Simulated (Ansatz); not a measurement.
Consider the following.

C:
```yaml
crystal:
  lattice:
    - [-2.05248, 2.05248, 2.05248]
    - [2.05248, -2.05248, 2.05248]
    - [2.05248, 2.05248, -2.05248]
  atoms:
    - { symbol: C, position: [0.00000, 0.25000, 0.50000] }
    - { symbol: C, position: [0.25000, 0.50000, 0.00000] }
    - { symbol: C, position: [0.50000, 0.00000, 0.25000] }
    - { symbol: C, position: [0.25000, 0.25000, 0.25000] }
```

This is the r²SCAN-relaxed structure.

Question: All from the program Ansatz at the r²SCAN level (PAW), unless another level is named. Give the bulk modulus (Birch–Murnaghan fit).

Answer: 266 GPa.

Question: Predict the elastic constants (relaxed ions, GPa).

Answer: C11 = 196, C12 = 302, C44 = -240.

Space group I4_132. The start of the workflow was typed in or built on a structure type; neither database checked (COD, Materials Project) lists it. It is not the phase usual at ambient conditions (space group No. 194, 227). The cell was relaxed with r²SCAN under the symmetry of its start. At this level the phase is mechanically unstable. As this level gives no gap, shear constants depend on the k-mesh and smearing (Fermi–Dirac, 0.1 eV here).

Potentials: the later of the program's two PAW sets.
